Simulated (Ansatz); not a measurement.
Molecular dynamics on a 2×2×2 supercell (16 atoms) of InAs (F-43m), relaxed with r2SCAN. Forces come from r2SCAN in the plane-wave code Ansatz: Langevin thermostat and barostat (NPT), 100 K, steps of 3 fs. Spin polarisation is off, nuclei are classical, and the run is far too short for thermal averages.

```yaml
crystal:
  lattice:
    - [0.0, 6.1091831863, 6.1091831863]
    - [6.1091831863, 0.0, 6.1091831863]
    - [6.1091831863, 6.1091831863, 0.0]
  atoms:
    - { symbol: In, position: [0.0, 0.0, 0.0] }
    - { symbol: As, position: [0.125, 0.125, 0.125] }
    - { symbol: In, position: [0.0, 0.0, 0.5] }
    - { symbol: As, position: [0.125, 0.125, 0.625] }
    - { symbol: In, position: [0.0, 0.5, 0.0] }
    - { symbol: As, position: [0.125, 0.625, 0.125] }
    - { symbol: In, position: [0.0, 0.5, 0.5] }
    - { symbol: As, position: [0.125, 0.625, 0.625] }
    - { symbol: In, position: [0.5, 0.0, 0.0] }
    - { symbol: As, position: [0.625, 0.125, 0.125] }
    - { symbol: In, position: [0.5, 0.0, 0.5] }
    - { symbol: As, position: [0.625, 0.125, 0.625] }
    - { symbol: In, position: [0.5, 0.5, 0.0] }
    - { symbol: As, position: [0.625, 0.625, 0.125] }
    - { symbol: In, position: [0.5, 0.5, 0.5] }
    - { symbol: As, position: [0.625, 0.625, 0.625] }
kpoints:
  mp_grid: { grid: [2, 2, 2] }
hamiltonian:
  xc: r2scan
scf:
  occupations: { method: fermi_dirac, width: 0.02 }
md:
  ensemble: npt_langevin
  temperature: 100
  timestep: 3.0
  n_steps: 30
  initial_velocities: maxwell_boltzmann
  seed: 4474
```

Command: `ansatz run input.yaml --threads 4 --pin off --max-ram 3686MiB --backend cpu --events-out ev --progress --plain --runs-dir out`. It ended after 7.6 min on 4 threads of Arm Neoverse V1, on a shared host, load about 1.0 per core; peak host memory 3.3 GiB.

| step | t (fs) | T (K) | free energy F from step 0 (meV/atom) | kinetic energy (meV/atom) | pressure (GPa) | volume (Å³/atom) | largest force (eV/Å) |
| --- | --- | --- | --- | --- | --- | --- | --- |
| 0 | 0 | 94 | 0.0 | 12.1 | 0.26 | 28.50 | 0.00 |
| 1 | 3 | 97 | 0.1 | 12.5 | 0.26 | 28.51 | 0.08 |
| 2 | 6 | 86 | 0.4 | 11.2 | 0.24 | 28.52 | 0.16 |
| 3 | 9 | 74 | 0.9 | 9.6 | 0.22 | 28.53 | 0.24 |
| 4 | 12 | 79 | 1.4 | 10.2 | 0.21 | 28.55 | 0.31 |
| 5 | 15 | 78 | 2.0 | 10.1 | 0.19 | 28.56 | 0.38 |
| 6 | 18 | 81 | 2.8 | 10.5 | 0.19 | 28.58 | 0.45 |
| 7 | 21 | 79 | 3.6 | 10.2 | 0.18 | 28.59 | 0.51 |
| 8 | 24 | 64 | 4.4 | 8.3 | 0.16 | 28.60 | 0.57 |
| 9 | 27 | 57 | 5.1 | 7.4 | 0.14 | 28.62 | 0.62 |
| 10 | 30 | 61 | 5.8 | 7.9 | 0.13 | 28.64 | 0.65 |
| 11 | 33 | 51 | 6.4 | 6.6 | 0.11 | 28.65 | 0.66 |
| 12 | 36 | 55 | 6.8 | 7.1 | 0.11 | 28.66 | 0.67 |
| 13 | 39 | 59 | 7.2 | 7.6 | 0.12 | 28.66 | 0.67 |
| 14 | 42 | 63 | 7.6 | 8.1 | 0.13 | 28.65 | 0.66 |
| 15 | 45 | 61 | 7.8 | 7.8 | 0.14 | 28.65 | 0.67 |
| 16 | 48 | 57 | 8.0 | 7.4 | 0.16 | 28.64 | 0.71 |
| 17 | 51 | 67 | 8.1 | 8.7 | 0.18 | 28.63 | 0.73 |
| 18 | 54 | 68 | 8.2 | 8.8 | 0.20 | 28.63 | 0.74 |

The temperature starts at 94 K, is lowest at step 11 (51 K, 33 fs) and ends at 68 K. The thermostat hasn't had time to restore it. The atoms start on their lattice sites with kinetic energy alone, so much of it first passes into potential energy. The job's limit cut the run after 18 of 30 steps.

Positions (Å) and forces (eV/Å) at step 18:
```
cell (Å): 0.000 6.118 6.118; 6.118 0.000 6.118; 6.118 6.118 0.000
In  -0.037  -0.028  -0.082     0.576  -0.115   0.457
As   1.514   1.499   1.481     0.021   0.036   0.248
In   3.076   3.056   0.011    -0.188   0.070   0.049
As   4.624   4.612   1.507    -0.113  -0.294   0.196
In   3.053   0.003   3.085     0.111   0.046  -0.368
As   4.628   1.528   4.624    -0.445   0.087  -0.585
In   6.124   3.040   3.070     0.042   0.413   0.049
As   7.674   4.605   4.592    -0.309  -0.070   0.247
In  -0.028   3.028   3.059     0.233  -0.005  -0.031
As   1.570   4.594   4.579    -0.313  -0.394  -0.155
In   3.100   6.106   3.082    -0.145  -0.082  -0.299
As   4.561   7.609   4.611     0.364   0.304   0.063
In   3.035   2.995   6.091    -0.139   0.167   0.261
As   4.558   4.528   7.623    -0.068   0.198   0.287
In   6.079   6.115   6.171     0.274  -0.172  -0.111
As   7.641   7.637   7.706     0.098  -0.190  -0.309
```
